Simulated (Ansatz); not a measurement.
NaAsF₆: input, output and frames of a trajectory

All numbers below come from Ansatz 0.2.0, DFT PBEsol, scalar-relativistic, plane waves, PAW. Cutoff 420 eV, shifted (0.5, 0.5, 0.5 steps) 2×2×2 k-points, Fermi–Dirac smearing of 0.069 eV. The mesh is coarse. No spin polarisation.

16 atoms, starting at 1.02 times the perfect crystal's volume (space group R-3, the cell as given, not relaxed at this level); Nosé–Hoover thermostat at 800 K, fixed cell; 43 steps of 2 fs. The run is short and not equilibrated.

Self-consistency was reached.

Command:
```bash
ansatz run input.yaml --threads 4 --pin off --max-ram 5120MiB --backend cpu --events-out ev --progress --plain --runs-dir out
```

Input:
```yaml
crystal:
  lattice:
    - [5.1303875789, 0.0, 0.0]
    - [0.0, 2.9620306497, -4.7384696114]
    - [0.0, 5.9240612994, 4.7384696114]
  atoms:
    - { symbol: Na, position: [0.0, 0.0, 0.5] }
    - { symbol: Na, position: [0.5, 0.5, 0.0] }
    - { symbol: As, position: [0.0, 0.0, 0.0] }
    - { symbol: As, position: [0.5, 0.5, 0.5] }
    - { symbol: F, position: [0.136029385, 0.997886595, 0.212101125] }
    - { symbol: F, position: [0.636029385, 0.497886595, 0.712101125] }
    - { symbol: F, position: [0.220940885, 0.354856865, 0.569071395] }
    - { symbol: F, position: [0.720940885, 0.854856865, 0.069071395] }
    - { symbol: F, position: [0.64302973, 0.21882748, 0.43304201] }
    - { symbol: F, position: [0.14302973, 0.71882748, 0.93304201] }
    - { symbol: F, position: [0.863970615, 0.002113405, 0.787898875] }
    - { symbol: F, position: [0.363970615, 0.502113405, 0.287898875] }
    - { symbol: F, position: [0.779059115, 0.645143135, 0.430928605] }
    - { symbol: F, position: [0.279059115, 0.145143135, 0.930928605] }
    - { symbol: F, position: [0.35697027, 0.78117252, 0.56695799] }
    - { symbol: F, position: [0.85697027, 0.28117252, 0.06695799] }
basis:
  ecutwfc: 420
kpoints:
  mp_grid: { grid: [2, 2, 2], shift: [0.5, 0.5, 0.5] }
hamiltonian:
  xc: pbesol
scf:
  occupations: { method: fermi_dirac, width: 0.0689 }
  lower_state_search: "off"
  convergence: { dr2_threshold: 1.0e-07 }
output:
  forces: true
  stress: true
md:
  timestep: 2.0
  n_steps: 43
  ensemble: nvt_nose_hoover
  temperature: 800.0
  initial_velocities: maxwell_boltzmann
  seed: 60122
```

Output (its end):
```
...
SCF converged after 8 iterations
Free energy (F): -22187.255209 eV
Harris-Foulkes:  -22187.255209 eV  (|F-HF|=2.57e-9)
Internal energy: -22187.255209 eV  (E = F + TS)
E sigma→0 (E₀):  -22187.255209 eV
Fermi energy:    3.024977 eV
--- Per-component energies (eV) ---
  E_band       = -1770.937597
  E_kinetic    = 2924.905250
  E_local      = -16028.323413  (includes V_loc(G=0)·N_el)
  E_nonlocal   = -201.091823
  E_hartree    = 6719.639030
  E_xc         = -1170.696496
  E_vxc        = -1466.441849  (∫ρ·V_xc dr)
  E_paw        = -6437.697836  (= ΣΔE_a)
  E_vpaw       = -439.289403  (= ΣTr[D̂ρ^β])
  E_aug_tail   = 0.024339  (compensation charges beyond the density's cutoff)
  E_ewald      = -7996.565817
  E_core_change = 2.551557  (= ΣΔE_core)
  E_smearing   = -0.000000  (= −TS)
  E_closure    = 0.000000  (closes the sum)
  Σ components = -22187.255209   (vs F -22187.255209, Δ=0.00e0)
--- Forces (eV/Å), atoms counted from 1 ---
  atom   1  Na     0.18220960    -0.10058351     0.19233541
  atom   2  Na     0.11099528     0.02085229    -0.00823366
  atom   3  As    -0.07323258     1.34911233     2.29708274
  atom   4  As     0.18358839    -0.67910975     0.80688799
  atom   5  F     -0.12245068     0.34343654    -0.74791990
  atom   6  F     -0.02305394    -0.31386814     0.12841179
  atom   7  F      0.63868060     0.21471382    -0.33918145
  atom   8  F     -0.41546551     0.13695684    -0.35804217
  atom   9  F     -0.20379632    -0.07667319     0.18391839
  atom  10  F     -0.33810375    -0.36820389    -0.67526474
  atom  11  F     -1.27271830    -1.39784205    -0.57256443
  atom  12  F     -0.28961648    -0.49942675    -0.21318692
  atom  13  F      0.15106032     0.67125091    -0.07406682
  atom  14  F      1.78515713     0.44386308    -0.71968330
  atom  15  F     -0.13973834     0.17739625    -0.69246527
  atom  16  F     -0.17351455     0.07812209     0.79192657
  max |Σ_I F_I| component: 4.58e-5 eV/Å
--- Stress (GPa, compression-positive) ---
        3.302478       0.437264       0.064722
        0.437264       3.490830      -0.132264
        0.064722      -0.132264      -0.158272
  P = ⅓ Tr σ = 2.2117 GPa (22.117 kbar)
--- MD trajectory: 43 steps, t = 0.0 → 86.0 fs ---
  final state: T = 559.4 K   F+E_penalty+E_count = -22187.25520914 eV   E_kin = 1.084572 eV
  conserved energy: peak-to-peak 4.965e-3 eV (3.103e-4 eV/atom) over 86.0 fs
```

Frames along the run (Å, eV/Å; dE is the potential energy from the first frame):

```xyz
16
Lattice="5.130 0.000 0.000 0.000 2.962 -4.738 0.000 5.924 4.738" Properties=species:S:1:pos:R:3:forces:R:3 pbc="T T T" time_fs=0.00 dE_eV=0.0000 T_K=800
Na    0.000    2.962    2.369    0.000    0.000    0.000
Na    2.565    1.481   -2.369    0.000    0.000    0.000
As    0.000    0.000    0.000    0.000    0.000    0.000
As    2.565    4.443    0.000    0.000    0.000    0.000
F     0.698    4.212   -3.723   -0.061   -0.145   -0.106
F     3.263    5.693    1.015   -0.061   -0.145   -0.106
F     1.134    4.422    1.015    0.156    0.019   -0.105
F     3.699    2.941   -3.723    0.156    0.019   -0.105
F     3.299    3.214    1.015   -0.094    0.125   -0.105
F     0.734    7.657    1.015   -0.094    0.125   -0.105
F     4.433    4.674    3.723    0.061    0.145    0.106
F     1.867    3.193   -1.015    0.061    0.145    0.106
F     3.997    4.464   -1.015   -0.156   -0.019    0.105
F     1.432    5.945    3.723   -0.156   -0.019    0.105
F     1.831    5.673   -1.015    0.094   -0.125    0.105
F     4.397    1.230   -1.015    0.094   -0.125    0.105
16
Lattice="5.130 0.000 0.000 0.000 2.962 -4.738 0.000 5.924 4.738" Properties=species:S:1:pos:R:3:forces:R:3 pbc="T T T" time_fs=6.00 dE_eV=0.2126 T_K=692
Na   -0.005    2.922    2.367   -0.022    0.102   -0.146
Na    2.563    1.481   -2.337    0.136    0.049    0.008
As    0.027   -0.033    0.021   -0.014    0.780   -1.568
As    2.542    4.456    0.000   -0.012    0.023   -0.468
F     0.737    4.240   -3.799   -0.181   -0.324    0.431
F     3.252    5.686    1.007    0.066    0.141   -0.032
F     1.130    4.464    1.043    0.043   -0.008   -0.166
F     3.709    2.968   -3.765    0.086   -0.161    0.346
F     3.258    3.223    0.990    0.272   -0.095    0.149
F     0.778    7.612    1.042   -0.485    0.672   -0.513
F     4.416    4.637    3.728    0.626    0.632    0.477
F     1.828    3.184   -0.974    0.090    0.271   -0.085
F     3.977    4.508   -1.053   -0.560   -0.251    0.443
F     1.485    6.001    3.747   -0.707   -0.642    0.261
F     1.801    5.665   -1.043    0.141   -0.142    0.267
F     4.404    1.255   -1.043    0.519   -1.049    0.596
16
Lattice="5.130 0.000 0.000 0.000 2.962 -4.738 0.000 5.924 4.738" Properties=species:S:1:pos:R:3:forces:R:3 pbc="T T T" time_fs=14.00 dE_eV=0.6847 T_K=450
Na   -0.011    2.872    2.361   -0.028    0.227   -0.334
Na    2.564    1.483   -2.295    0.279    0.117   -0.011
As    0.063   -0.072    0.038   -0.011    1.552   -2.372
As    2.511    4.474   -0.003   -0.087   -0.013   -0.593
F     0.783    4.267   -3.886   -0.394   -0.424    1.150
F     3.239    5.682    0.997    0.218    0.441    0.054
F     1.127    4.518    1.076   -0.099   -0.066   -0.223
F     3.725    3.000   -3.810    0.042   -0.320    0.796
F     3.213    3.232    0.961    0.635   -0.279    0.411
F     0.823    7.573    1.064   -0.721    0.996   -0.722
F     4.412    4.605    3.747    0.984    0.753    0.565
F     1.777    3.179   -0.923    0.036    0.316   -0.395
F     3.935    4.559   -1.092   -0.712   -0.523    0.643
F     1.536    6.057    3.784   -0.839   -1.357    0.060
F     1.764    5.652   -1.072    0.094   -0.011    0.352
F     4.427    1.259   -1.064    0.605   -1.411    0.620
16
Lattice="5.130 0.000 0.000 0.000 2.962 -4.738 0.000 5.924 4.738" Properties=species:S:1:pos:R:3:forces:R:3 pbc="T T T" time_fs=20.00 dE_eV=0.8564 T_K=364
Na   -0.017    2.837    2.350   -0.045    0.281   -0.427
Na    2.570    1.487   -2.263    0.323    0.143   -0.044
As    0.090   -0.093    0.039   -0.320    2.107   -2.137
As    2.488    4.488   -0.009   -0.058   -0.132   -0.134
F     0.810    4.279   -3.929   -0.522   -0.410    1.571
F     3.234    5.687    0.989    0.220    0.469    0.025
F     1.122    4.558    1.096   -0.137   -0.130   -0.266
F     3.737    3.017   -3.827    0.158   -0.398    0.933
F     3.191    3.234    0.948    0.678   -0.167    0.406
F     0.842    7.563    1.065   -0.644    0.924   -0.585
F     4.429    4.597    3.774    0.953    0.485    0.318
F     1.740    3.183   -0.893   -0.035    0.267   -0.579
F     3.889    4.587   -1.107   -0.507   -0.651    0.556
F     1.557    6.071    3.814   -0.507   -1.671   -0.348
F     1.738    5.642   -1.086   -0.036    0.191    0.313
F     4.458    1.233   -1.067    0.480   -1.309    0.397
16
Lattice="5.130 0.000 0.000 0.000 2.962 -4.738 0.000 5.924 4.738" Properties=species:S:1:pos:R:3:forces:R:3 pbc="T T T" time_fs=26.00 dE_eV=0.8185 T_K=386
Na   -0.023    2.807    2.334   -0.087    0.298   -0.448
Na    2.580    1.492   -2.232    0.306    0.142   -0.089
As    0.116   -0.104    0.029   -0.776    2.549   -1.302
As    2.464    4.500   -0.015   -0.012   -0.258    0.625
F     0.827    4.283   -3.943   -0.537   -0.389    1.703
F     3.233    5.701    0.982    0.112    0.328   -0.081
F     1.115    4.596    1.112   -0.119   -0.212   -0.298
F     3.753    3.026   -3.828    0.327   -0.440    0.916
F     3.182    3.233    0.942    0.529    0.106    0.240
F     0.849    7.571    1.056   -0.383    0.632   -0.212
F     4.463    4.598    3.805    0.653   -0.057   -0.163
F     1.702    3.191   -0.873   -0.079    0.190   -0.644
F     3.834    4.603   -1.113   -0.055   -0.701    0.268
F     1.569    6.055    3.837    0.075   -1.668   -0.793
F     1.712    5.635   -1.095   -0.194    0.406    0.241
F     4.497    1.183   -1.062    0.241   -0.926    0.037
16
Lattice="5.130 0.000 0.000 0.000 2.962 -4.738 0.000 5.924 4.738" Properties=species:S:1:pos:R:3:forces:R:3 pbc="T T T" time_fs=34.00 dE_eV=0.6289 T_K=491
Na   -0.034    2.774    2.301   -0.169    0.314   -0.350
Na    2.600    1.503   -2.192    0.215    0.119   -0.173
As    0.144   -0.101    0.008   -0.923    2.252    0.414
As    2.431    4.516   -0.018   -0.076   -0.224    1.382
F     0.836    4.277   -3.915   -0.346   -0.450    1.237
F     3.234    5.728    0.970   -0.102    0.041   -0.234
F     1.102    4.640    1.124   -0.090   -0.333   -0.270
F     3.784    3.027   -3.804    0.441   -0.406    0.697
F     3.183    3.235    0.940    0.195    0.429   -0.032
F     0.849    7.597    1.039    0.074    0.126    0.459
F     4.526    4.595    3.842    0.013   -0.875   -0.845
F     1.649    3.207   -0.864   -0.044    0.112   -0.510
F     3.760    4.605   -1.114    0.640   -0.673   -0.247
F     1.589    5.988    3.845    0.742   -1.151   -1.034
F     1.670    5.638   -1.101   -0.266    0.512    0.242
F     4.555    1.093   -1.057   -0.303    0.205   -0.736
16
Lattice="5.130 0.000 0.000 0.000 2.962 -4.738 0.000 5.924 4.738" Properties=species:S:1:pos:R:3:forces:R:3 pbc="T T T" time_fs=40.00 dE_eV=0.5054 T_K=564
Na   -0.045    2.754    2.270   -0.232    0.368   -0.184
Na    2.620    1.513   -2.165    0.119    0.101   -0.247
As    0.161   -0.086   -0.006   -0.337    0.757    1.533
As    2.407    4.526   -0.013   -0.064    0.009    1.258
F     0.835    4.263   -3.866   -0.121   -0.499    0.541
F     3.232    5.750    0.956   -0.231   -0.134   -0.292
F     1.091    4.666    1.127   -0.129   -0.418   -0.155
F     3.817    3.019   -3.770    0.405   -0.302    0.373
F     3.189    3.245    0.938   -0.046    0.504   -0.151
F     0.850    7.621    1.035    0.314   -0.101    0.806
F     4.575    4.576    3.853   -0.262   -0.947   -0.917
F     1.608    3.222   -0.868    0.044    0.096   -0.287
F     3.716    4.591   -1.119    0.839   -0.606   -0.444
F     1.619    5.911    3.830    0.633   -0.563   -0.739
F     1.634    5.650   -1.099   -0.123    0.373    0.358
F     4.594    1.027   -1.068   -0.809    1.363   -1.453
16
Lattice="5.130 0.000 0.000 0.000 2.962 -4.738 0.000 5.924 4.738" Properties=species:S:1:pos:R:3:forces:R:3 pbc="T T T" time_fs=46.00 dE_eV=0.4254 T_K=616
Na   -0.059    2.740    2.235   -0.284    0.456    0.031
Na    2.641    1.525   -2.142    0.016    0.081   -0.303
As    0.177   -0.068   -0.014    0.311   -1.133    1.674
As    2.381    4.537   -0.003    0.161    0.291    0.483
F     0.831    4.240   -3.808    0.113   -0.435   -0.188
F     3.227    5.770    0.937   -0.290   -0.218   -0.277
F     1.077    4.685    1.128   -0.231   -0.481    0.036
F     3.857    3.005   -3.729    0.278   -0.155   -0.056
F     3.194    3.264    0.934   -0.221    0.420   -0.153
F     0.856    7.643    1.046    0.402   -0.139    0.844
F     4.621    4.540    3.848   -0.230   -0.320   -0.506
F     1.568    3.239   -0.877    0.153    0.102   -0.028
F     3.687    4.567   -1.132    0.606   -0.498   -0.332
F     1.659    5.824    3.802   -0.013    0.067   -0.157
F     1.595    5.669   -1.091    0.129    0.124    0.487
F     4.619    0.984   -1.104   -0.899    1.839   -1.555
16
Lattice="5.130 0.000 0.000 0.000 2.962 -4.738 0.000 5.924 4.738" Properties=species:S:1:pos:R:3:forces:R:3 pbc="T T T" time_fs=52.00 dE_eV=0.4487 T_K=618
Na   -0.078    2.732    2.201   -0.306    0.529    0.233
Na    2.664    1.538   -2.123   -0.093    0.066   -0.328
As    0.194   -0.055   -0.014    0.402   -2.235    0.661
As    2.356    4.549    0.010    0.437    0.439   -0.562
F     0.830    4.209   -3.751    0.351   -0.197   -0.742
F     3.217    5.786    0.913   -0.261   -0.179   -0.182
F     1.058    4.695    1.129   -0.323   -0.514    0.234
F     3.903    2.988   -3.689    0.047   -0.014   -0.481
F     3.196    3.291    0.927   -0.308    0.214   -0.038
F     0.870    7.664    1.071    0.394   -0.105    0.617
F     4.662    4.498    3.833   -0.133    0.523    0.042
F     1.530    3.258   -0.887    0.249    0.104    0.207
F     3.668    4.533   -1.151    0.160   -0.332   -0.053
F     1.700    5.737    3.770   -0.685    0.655    0.401
F     1.558    5.691   -1.074    0.358   -0.096    0.517
F     4.628    0.974   -1.168   -0.289    1.142   -0.525
16
Lattice="5.130 0.000 0.000 0.000 2.962 -4.738 0.000 5.924 4.738" Properties=species:S:1:pos:R:3:forces:R:3 pbc="T T T" time_fs=60.00 dE_eV=0.7399 T_K=486
Na   -0.111    2.735    2.161   -0.256    0.511    0.380
Na    2.691    1.558   -2.104   -0.233    0.069   -0.324
As    0.219   -0.053   -0.011    0.235   -2.661   -0.708
As    2.326    4.568    0.022    0.457    0.248   -1.526
F     0.839    4.163   -3.697    0.607    0.321   -1.100
F     3.195    5.804    0.876   -0.091    0.047    0.053
F     1.024    4.695    1.138   -0.220   -0.508    0.306
F     3.964    2.966   -3.649   -0.389    0.101   -0.852
F     3.189    3.333    0.917   -0.300   -0.131    0.221
F     0.899    7.688    1.122    0.327   -0.114    0.128
F     4.714    4.458    3.816   -0.200    1.169    0.520
F     1.486    3.286   -0.895    0.303    0.058    0.398
F     3.646    4.479   -1.177   -0.295   -0.031    0.234
F     1.734    5.639    3.740   -1.049    1.215    0.806
F     1.518    5.718   -1.037    0.461   -0.174    0.308
F     4.635    0.988   -1.264    0.643   -0.118    1.156
16
Lattice="5.130 0.000 0.000 0.000 2.962 -4.738 0.000 5.924 4.738" Properties=species:S:1:pos:R:3:forces:R:3 pbc="T T T" time_fs=66.00 dE_eV=0.9402 T_K=395
Na   -0.141    2.746    2.137   -0.167    0.397    0.386
Na    2.708    1.574   -2.096   -0.279    0.083   -0.291
As    0.240   -0.066   -0.012    0.273   -2.429   -0.880
As    2.306    4.584    0.024    0.251   -0.183   -1.555
F     0.858    4.134   -3.679    0.650    0.661   -1.195
F     3.177    5.818    0.848    0.073    0.236    0.242
F     0.993    4.683    1.151    0.065   -0.450    0.163
F     4.004    2.950   -3.637   -0.675    0.131   -0.958
F     3.177    3.362    0.913   -0.258   -0.319    0.395
F     0.929    7.704    1.164    0.246   -0.189   -0.228
F     4.750    4.451    3.814   -0.417    1.105    0.596
F     1.458    3.309   -0.892    0.259   -0.031    0.412
F     3.624    4.437   -1.193   -0.411    0.216    0.292
F     1.739    5.589    3.733   -0.878    1.410    0.829
F     1.497    5.735   -1.002    0.337   -0.019   -0.032
F     4.652    0.999   -1.317    0.932   -0.621    1.823
16
Lattice="5.130 0.000 0.000 0.000 2.962 -4.738 0.000 5.924 4.738" Properties=species:S:1:pos:R:3:forces:R:3 pbc="T T T" time_fs=72.00 dE_eV=0.9603 T_K=397
Na   -0.173    2.763    2.118   -0.060    0.234    0.333
Na    2.721    1.591   -2.092   -0.223    0.086   -0.225
As    0.262   -0.091   -0.016    0.337   -1.535   -0.282
As    2.286    4.599    0.018    0.135   -0.702   -0.987
F     0.889    4.116   -3.682    0.512    0.786   -1.233
F     3.159    5.836    0.824    0.171    0.284    0.346
F     0.963    4.664    1.167    0.394   -0.322   -0.058
F     4.032    2.937   -3.641   -0.786    0.140   -0.938
F     3.160    3.387    0.917   -0.237   -0.360    0.469
F     0.963    7.717    1.203    0.118   -0.284   -0.494
F     4.778    4.464    3.821   -0.766    0.517    0.382
F     1.435    3.332   -0.882    0.131   -0.168    0.308
F     3.594    4.397   -1.204   -0.357    0.440    0.241
F     1.729    5.564    3.741   -0.322    1.387    0.590
F     1.482    5.752   -0.967    0.075    0.267   -0.447
F     4.686    1.000   -1.337    0.877   -0.770    1.996
16
Lattice="5.130 0.000 0.000 0.000 2.962 -4.738 0.000 5.924 4.738" Properties=species:S:1:pos:R:3:forces:R:3 pbc="T T T" time_fs=80.00 dE_eV=0.8270 T_K=486
Na   -0.218    2.791    2.100    0.085    0.015    0.237
Na    2.733    1.617   -2.092   -0.031    0.061   -0.104
As    0.295   -0.133   -0.023    0.172    0.457    1.385
As    2.260    4.615    0.005    0.212   -0.999    0.172
F     0.945    4.114   -3.722    0.143    0.602   -1.106
F     3.140    5.868    0.801    0.109    0.014    0.274
F     0.935    4.628    1.187    0.658   -0.042   -0.289
F     4.048    2.923   -3.674   -0.636    0.141   -0.708
F     3.131    3.410    0.936   -0.236   -0.219    0.371
F     1.013    7.726    1.242   -0.133   -0.363   -0.671
F     4.793    4.492    3.841   -1.294   -0.862   -0.292
F     1.407    3.357   -0.860   -0.128   -0.389    0.026
F     3.544    4.357   -1.212   -0.100    0.637    0.075
F     1.708    5.570    3.766    0.979    0.973   -0.163
F     1.463    5.784   -0.934   -0.207    0.467   -0.795
F     4.756    0.979   -1.308    0.406   -0.495    1.588
16
Lattice="5.130 0.000 0.000 0.000 2.962 -4.738 0.000 5.924 4.738" Properties=species:S:1:pos:R:3:forces:R:3 pbc="T T T" time_fs=86.00 dE_eV=0.7235 T_K=559
Na   -0.252    2.813    2.091    0.182   -0.101    0.192
Na    2.742    1.638   -2.094    0.111    0.021   -0.008
As    0.321   -0.165   -0.022   -0.073    1.349    2.297
As    2.242    4.622   -0.005    0.184   -0.679    0.807
F     0.992    4.126   -3.776   -0.122    0.343   -0.748
F     3.128    5.893    0.789   -0.023   -0.314    0.128
F     0.926    4.600    1.196    0.639    0.215   -0.339
F     4.046    2.915   -3.714   -0.415    0.137   -0.358
F     3.103    3.423    0.958   -0.204   -0.077    0.184
F     1.049    7.725    1.257   -0.338   -0.368   -0.675
F     4.778    4.498    3.851   -1.273   -1.398   -0.573
F     1.383    3.368   -0.843   -0.290   -0.499   -0.213
F     3.503    4.340   -1.216    0.151    0.671   -0.074
F     1.711    5.595    3.784    1.785    0.444   -0.720
F     1.445    5.817   -0.924   -0.140    0.177   -0.692
F     4.819    0.952   -1.252   -0.174    0.078    0.792
```